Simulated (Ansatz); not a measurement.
**Run on GdCu (Pm-3m) — spiral at q = 0**

The calculation used Ansatz 0.2.0, DFT, LDA, all-electron LAPW, scalar-relativistic.

Command: `ansatz run input.yaml --threads 2 --pin off --max-ram 5120MiB --backend cpu --events-out ev --progress --plain --runs-dir out`

```yaml
crystal:
  lattice:
    - [3.502, 0.0, 0.0]
    - [0.0, 3.502, 0.0]
    - [0.0, 0.0, 3.502]
  atoms:
    - { symbol: Gd, position: [0.5, 0.5, 0.5], spin: 6.9, spin_axis: [1.0, 0.0, 0.0] }
    - { symbol: Cu, position: [0.0, 0.0, 0.0] }
magnetization:
  noncollinear: true
  spin_spiral: { q: [0.0, 0.0, 0.0] }
kpoints:
  mp_grid: { grid: [12, 12, 12] }
scf:
  occupations: { method: fermi_dirac, width: 0.05 }
hamiltonian:
  xc: lda
  pseudopotentials: { kind: all_electron, lapw: { basis_error: 0.001 } }
output:
  eigenvalues: false
```

The program prints:

```
settings of this run that can trade accuracy for cost: output.eigenvalues: false. Do not mix this run's numbers with those of runs without the same settings; the input reference describes each key
LAPW: plane waves up to 7.515 Å⁻¹, error target 1.0e-3 eV per atom; small_component_spin mean_spin; Cu in spheres of 1.460 Å, 19 of its electrons in bands, Dirac shells []; Gd in spheres of 1.573 Å, 34 of its electrons in bands, Dirac shells [] (how accurate: hamiltonian.pseudopotentials.lapw.basis_error, Limitations)
band count auto-derived: 66 (N_el = 53.0; filled up to band 53; 64 by the electrons, moments and atoms)
Engine: ansatz 0.2.0
Pseudopotentials: kind: all_electron
Pseudopotential: Gd, LAPW, valence charge 34, lapw/all_electron/scalar/gaussian/Gd, Koelling and Harmon's equation, gaussian nucleus
Pseudopotential: Cu, LAPW, valence charge 19, lapw/all_electron/scalar/gaussian/Cu, Koelling and Harmon's equation, gaussian nucleus
Functional definition: SPW92
  exchange = slater_x
  correlation = pw_c
Crystal: 2 atoms, lattice volume = 42.949 Å³
Basis set: ecut = 215.14251993376277 eV, 305 PW (Γ), exchange–correlation at level 2
Bands: 66, of which v1, the nominal top of the filled ones, is band 53 counted from 1 (52 counted from 0)
Symmetry: 48 space group operations
k-points: 84 of 1728
Spin spiral: q = (0, 0, 0) of the reciprocal vectors; moments are told in the frame that turns with it, a site's in that at the site
Non-local potential: Gd, projectors of the file, none
Non-local potential: Cu, projectors of the file, none
Initial density: superposition of atomic densities (chi_scale 0.1, normalization cell)
Starting moments: Σ|m| = 6.9 μB on 1 of 2 sites
Initial wavefunctions: plane waves of lowest kinetic energy (no species holds an atomic orbital)
Functional: x = slater, c = lda
iter 1 solved again at ethr=4.61e-2 eV; its pass at ethr=1.00e-1 eV (dr2=2.44e1 eV) is discarded
SCF iter   1: F=—  HF=-351456.681913 eV  |F-HF|=—  |Δ(HF+E_count)|=         —  Δρ=1.60e-1  dr2=2.44e1  dr2_m=7.01e-1  ethr=4.61e-2  |M|=4.85e0 ∫|m|=4.85e0 μB  β_m=0.30  ⟨swp⟩=2.0  Hψ=32644  notcnv=0
preconditioner: auto → Kerker (q_TF=auto, 2.826 Å⁻¹)  [metal: Δε(μ)=0.001 eV  Ē_g=7.863 eV  σ=0.050 eV  W_gap=0.01  n_scr=18 (ndim 8)  ℏωp=29.4 eV  f_vac=0.000  D(μ)=15.90/eV (n_scr^D=388)]
spin=Noncollinear: Kerker preconditioning applied to the charge; magnetization (m_x, m_y, m_z) channels mix plain (no charge-response kernel on spin).
SCF iter   2: F=—  HF=-351526.390589 eV  |F-HF|=—  |Δ(HF+E_count)|=    6.97e1  Δρ=2.57e-1  dr2=5.96e1  dr2_m=4.50e0  ethr=4.61e-2  |M|=4.68e-1 ∫|m|=5.32e-1 μB  β_m=0.30  ⟨swp⟩=3.1  Hψ=16902  notcnv=0  defer=2
iter 3 solved again at ethr=8.80e-4 eV; its pass at ethr=4.61e-2 eV (dr2=4.66e-1 eV) is discarded
SCF iter   3: F=—  HF=-351461.910377 eV  |F-HF|=—  |Δ(HF+E_count)|=    6.45e1  Δρ=3.84e-2  dr2=4.66e-1  dr2_m=1.24e-1  ethr=8.80e-4  |M|=5.40e0 ∫|m|=5.44e0 μB  β_m=1.00  ⟨swp⟩=2.0  Hψ=28280  notcnv=0
[...]
the basis was enlarged: its passes take 11.5 MiB over the memory plan, 2 of 2 planned eigensolver slots
[...]
SCF iter  10: F=—  HF=-351453.306067 eV  |F-HF|=—  |Δ(HF+E_count)|=   7.75e-3  Δρ=5.06e-3  dr2=2.67e-2  dr2_m=8.59e-6  ethr=3.53e-5  |M|=7.10e0 ∫|m|=7.11e0 μB  β_m=0.33  ⟨swp⟩=2.0  Hψ=16661  notcnv=0
SCF iter  11: F=—  HF=-351453.300606 eV  |F-HF|=—  |Δ(HF+E_count)|=   5.46e-3  Δρ=2.46e-3  dr2=5.37e-3  dr2_m=1.89e-4  ethr=3.53e-5  |M|=7.06e0 ∫|m|=7.07e0 μB  β_m=0.50  ⟨swp⟩=2.0  Hψ=16481  notcnv=0
SCF iter  12: F=—  HF=-351453.298894 eV  |F-HF|=—  |Δ(HF+E_count)|=   1.71e-3  Δρ=1.17e-3  dr2=1.53e-3  dr2_m=6.91e-6  ethr=1.01e-5  |M|=7.09e0 ∫|m|=7.09e0 μB  β_m=0.64  ⟨swp⟩=2.0  Hψ=17057  notcnv=0
SCF iter  13: F=—  HF=-351453.299028 eV  |F-HF|=—  |Δ(HF+E_count)|=   1.34e-4  Δρ=7.14e-4  dr2=5.51e-4  dr2_m=2.58e-5  ethr=2.88e-6  |M|=7.09e0 ∫|m|=7.10e0 μB  β_m=0.79  ⟨swp⟩=2.0  Hψ=17002  notcnv=0
SCF iter  14: F=—  HF=-351453.298808 eV  |F-HF|=—  |Δ(HF+E_count)|=   2.20e-4  Δρ=3.10e-4  dr2=9.31e-5  dr2_m=6.09e-6  ethr=1.04e-6  |M|=7.09e0 ∫|m|=7.09e0 μB  β_m=0.78  ⟨swp⟩=2.0  Hψ=16994  notcnv=0
SCF iter  15: F=—  HF=-351453.298751 eV  |F-HF|=—  |Δ(HF+E_count)|=   5.79e-5  Δρ=3.27e-5  dr2=5.24e-7  dr2_m=9.67e-8  ethr=1.76e-7  |M|=7.08e0 ∫|m|=7.09e0 μB  β_m=0.89  ⟨swp⟩=2.0  Hψ=17012  notcnv=0
SCF iter  16: F=—  HF=-351453.298750 eV  |F-HF|=—  |Δ(HF+E_count)|=   5.34e-7  Δρ=8.42e-6  dr2=2.23e-8  dr2_m=5.43e-9  ethr=9.88e-10  |M|=7.08e0 ∫|m|=7.09e0 μB  β_m=0.95  ⟨swp⟩=2.1  Hψ=17025  notcnv=0
SCF iter  17: F=-351453.298750 eV  HF=-351453.298750 eV  |F-HF|=1.01e-8  |Δ(HF+E_count)|=   1.81e-8  Δρ=2.05e-6  dr2=1.51e-9  dr2_m=1.57e-10  ethr=4.21e-11  |M|=7.08e0 ∫|m|=7.09e0 μB  ⟨swp⟩=2.5  Hψ=17069  notcnv=0
SCF 1 converged in 17 iterations: F = -351453.298750 eV  dr2 = 1.51e-9
WARN: this state was not checked for a lower one beside it: the run's test of it (scf.lower_state_search) could not run behind this SCF: none is made under non-collinear spin (noncollinear)
SCF converged after 17 iterations
Magnetization: |M| = 7.0825 μB,  M = (+7.0825, -0.0000, +0.0000) μB
Absolute magnetization: 7.0906 μB (∫|m|)
  site 0: m = (+6.9931, +0.0000, +0.0000) μB, |m| = 6.9931 μB  (R = 1.57 Å)
  site 1: m = (+0.0185, -0.0000, +0.0000) μB, |m| = 0.0185 μB  (R = 1.46 Å)
Free energy (F): -351453.298750 eV
Harris-Foulkes:  -351453.298750 eV  (|F-HF|=1.01e-8)
Internal energy: -351453.284003 eV  (E = F + TS)
E sigma→0 (E₀):  -351453.291376 eV
Entropy (-TS):   -0.014747 eV (-7.374 meV/atom)
Fermi energy:    15.273789 eV
--- Per-component energies (eV) ---
  E_band       = -3125.163333
  E_kinetic    = 378780.163704
  E_xc         = -8366.891885
  E_electrostatic = -721866.555822  (all electrons and nuclei)
  E_smearing   = -0.014747  (= −TS)
  E_closure    = 0.000000  (closes the sum)
  E_atoms      = -351433.892827  (free atoms, spherical and without spin; not in F)
  Σ components = -351453.298750   (vs F -351453.298750, Δ=0.00e0)
  Basis errors (estimates in eV, not in F): energy 2.5e-4 per atom: plane waves 2.1e-4 (1.1e-4 summed), levels above the bands 2.0e-22, relativity 4.1e-9, radial functions 4.1e-5, core shells 1.9e-7; eigenvalues (radial functions only) 1.7e-6; not estimated: angular momenta, meshes, grids; target (lapw.basis_error) 1.0e-3; muffin-tin radii Cu 1.460 Å, Gd 1.573 Å
settings of this run that can trade accuracy for cost: output.eigenvalues: false. Do not mix this run's numbers with those of runs without the same settings; the input reference describes each key
```

Site moments (μB): Gd1 6.99, Cu2 0.02. Cell moment 7.08 μB in the turning frame.

Without U a semilocal functional puts the f levels too near the Fermi level, which can change moments and the order of magnetic states; site and cell moments are spin moments. Spin–orbit coupling is left out although heavy atoms are present. In at least one run the program's final test of stability wasn't made or came to no verdict. With open f shells a run can end in a state that isn't the lowest. None of this fixes the real material's magnetic order: only patterns that fit the cell were computed, at zero temperature, with a functional that can overstate moments.

It took 3.1 min on 2 threads of Intel(R) Xeon(R) Platinum 8259CL CPU @ 2.50GHz (Skylake/Cascade Lake) (shared host), peak memory 1 GiB.
